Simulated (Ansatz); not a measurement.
A relaxation computed with Ansatz, from input to last step.

```yaml
crystal:
  lattice:
    - [0.0, 4.52758, 4.52758]
    - [4.52758, 0.0, 4.52758]
    - [4.52758, 4.52758, 0.0]
  atoms:
    - { symbol: Zn, position: [0.25, 0.25, 0.25] }
    - { symbol: Zn, position: [0.0, 0.0, 0.0] }
    - { symbol: In, position: [0.625, 0.625, 0.125] }
    - { symbol: In, position: [0.625, 0.125, 0.625] }
    - { symbol: In, position: [0.125, 0.625, 0.625] }
    - { symbol: In, position: [0.625, 0.625, 0.625] }
    - { symbol: O, position: [0.381105, 0.381105, 0.381105] }
    - { symbol: O, position: [0.856685, 0.381105, 0.381105] }
    - { symbol: O, position: [0.381105, 0.856685, 0.381105] }
    - { symbol: O, position: [0.381105, 0.381105, 0.856685] }
    - { symbol: O, position: [0.868895, 0.868895, 0.393315] }
    - { symbol: O, position: [0.868895, 0.393315, 0.868895] }
    - { symbol: O, position: [0.868895, 0.868895, 0.868895] }
    - { symbol: O, position: [0.393315, 0.868895, 0.868895] }
basis:
  ecutwfc: 500
kpoints:
  mp_grid: { grid: [6, 6, 6] }
hamiltonian:
  xc: r2scan
scf:
  occupations: { method: gaussian, width: 0.02 }
output:
  forces: true
  stress: true
  eigenvalues: true
relax:
  adjacent_minimum: "off"
  f_tol: 0.01
  max_steps: 40
```

```bash
ansatz run input.yaml --threads 4 --pin off --max-ram 10240MiB --backend cpu --events-out ev --progress --plain --runs-dir out
```

Level of theory: DFT r2SCAN, scalar-relativistic, plane waves, PAW (Ansatz).

Of 3 frames 3 are shown, positions in Å and forces in eV/Å; the SCF threshold varies from step to step.

```xyz
14
Lattice="0.0000 4.5276 4.5276 4.5276 0.0000 4.5276 4.5276 4.5276 0.0000" Properties=species:S:1:pos:R:3:forces:R:3 pbc="T T T" step=1 free_energy_over_end_meV_per_atom=0.65
Zn    2.2638    2.2638    2.2638    0.0000    0.0000    0.0000
Zn    0.0000    0.0000    0.0000    0.0000    0.0000    0.0000
In    3.3957    3.3957    5.6595    0.0000    0.0000    0.0000
In    3.3957    5.6595    3.3957    0.0000    0.0000    0.0000
In    5.6595    3.3957    3.3957    0.0000    0.0000    0.0000
In    5.6595    5.6595    5.6595    0.0000    0.0000    0.0000
O     3.4510    3.4510    3.4510    0.1181    0.1181    0.1181
O     3.4510    5.6042    5.6042    0.1181   -0.1181   -0.1181
O     5.6042    3.4510    5.6042   -0.1181    0.1181   -0.1181
O     5.6042    5.6042    3.4510   -0.1181   -0.1181    0.1181
O     5.7148    5.7148    7.8680    0.1181    0.1181   -0.1181
O     5.7148    7.8680    5.7148    0.1181   -0.1181    0.1181
O     7.8680    7.8680    7.8680   -0.1181   -0.1181   -0.1181
O     7.8680    5.7148    5.7148   -0.1181    0.1181    0.1181
14
Lattice="0.0000 4.5276 4.5276 4.5276 0.0000 4.5276 4.5276 4.5276 0.0000" Properties=species:S:1:pos:R:3:forces:R:3 pbc="T T T" step=2 free_energy_over_end_meV_per_atom=0.06
Zn    2.2638    2.2638    2.2638    0.0000    0.0000    0.0000
Zn    0.0000    0.0000    0.0000    0.0000    0.0000    0.0000
In    3.3957    3.3957    5.6595    0.0000    0.0000    0.0000
In    3.3957    5.6595    3.3957    0.0000    0.0000    0.0000
In    5.6595    3.3957    3.3957    0.0000    0.0000    0.0000
In    5.6595    5.6595    5.6595    0.0000    0.0000    0.0000
O     3.4555    3.4555    3.4555    0.0347    0.0347    0.0347
O     3.4555    5.5996    5.5996    0.0347   -0.0347   -0.0347
O     5.5996    3.4555    5.5996   -0.0347    0.0347   -0.0347
O     5.5996    5.5996    3.4555   -0.0347   -0.0347    0.0347
O     5.7193    5.7193    7.8634    0.0347    0.0347   -0.0347
O     5.7193    7.8634    5.7193    0.0347   -0.0347    0.0347
O     7.8634    7.8634    7.8634   -0.0347   -0.0347   -0.0347
O     7.8634    5.7193    5.7193   -0.0347    0.0347    0.0347
14
Lattice="0.0000 4.5276 4.5276 4.5276 0.0000 4.5276 4.5276 4.5276 0.0000" Properties=species:S:1:pos:R:3:forces:R:3 pbc="T T T" step=3 free_energy_over_end_meV_per_atom=0.00
Zn    2.2638    2.2638    2.2638    0.0000    0.0000    0.0000
Zn    0.0000    0.0000    0.0000    0.0000    0.0000    0.0000
In    3.3957    3.3957    5.6595    0.0000    0.0000    0.0000
In    3.3957    5.6595    3.3957    0.0000    0.0000    0.0000
In    5.6595    3.3957    3.3957    0.0000    0.0000    0.0000
In    5.6595    5.6595    5.6595    0.0000    0.0000    0.0000
O     3.4574    3.4574    3.4574   -0.0002   -0.0002   -0.0002
O     3.4574    5.5977    5.5977   -0.0002    0.0002    0.0002
O     5.5977    3.4574    5.5977    0.0002   -0.0002    0.0002
O     5.5977    5.5977    3.4574    0.0002    0.0002   -0.0002
O     5.7212    5.7212    7.8615   -0.0002   -0.0002    0.0002
O     5.7212    7.8615    5.7212   -0.0002    0.0002   -0.0002
O     7.8615    7.8615    7.8615    0.0002    0.0002    0.0002
O     7.8615    5.7212    5.7212    0.0002   -0.0002   -0.0002
```

The run took 61 s on 4 threads of Intel(R) Xeon(R) Processor @ 2.50GHz (Skylake/Cascade Lake) (shared host), peak memory 1.3 GiB.